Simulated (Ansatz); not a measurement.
# Structure relaxation, AgCl

The start is a relaxed AgCl cell with every coordinate shifted by Gaussian noise of σ = 0.2 Å. Cell shape, volume and atoms are optimised at zero target pressure with PBE (plane waves to 420 eV, PAW, scalar-relativistic; Ansatz, an electronic-structure program). The first steps use a coarse 7×7×7 k-mesh.

Starting cell:
```yaml
crystal:
  lattice:
    - [0.00000, 2.80603, 2.80603]
    - [2.80603, 0.00000, 2.80603]
    - [2.80603, 2.80603, 0.00000]
  atoms:
    - { symbol: Cl, position: [0.94038, 0.98874, 0.00337] }
    - { symbol: Ag, position: [0.55066, 0.53766, 0.40675] }
```

Problem. What pressure does the first self-consistent step give?

Solution. +3.8 GPa (positive: the cell is compressed).

Problem. By how much does the energy per atom fall from start to end?

Solution. 0.08 eV/atom.

Problem. Does it find its way back to the structure it was made from?

Solution. It relaxes back to the parent, Fm-3m (No. 225).

Problem. How do the shortest distances between atoms change?

Solution. The closest pairs of elements (up to four, under 3.6 Å), start → end: Ag–Cl 2.36 → 2.81 Å.

Problem. Is the relaxed structure metallic? Give its gap.

Solution. 0.92 eV, indirect (valence top at L, conduction bottom at Γ) (no spin-orbit coupling).

Final structure:

Space group Fm-3m (No. 225); a = b = c = 5.612 Å, α = β = γ = 90.00°

```tsv
atom	site	symmetry	x	y	z
Cl	4b	m-3m	0.5000	0.5000	0.5000
Ag	4a	m-3m	0.0000	0.0000	0.0000
```
(The calculation used a cell of 2 atoms; values per cell refer to that cell.)

Final values are on a 10×10×10 k-mesh of the relaxed cell. No spin polarisation in the result.
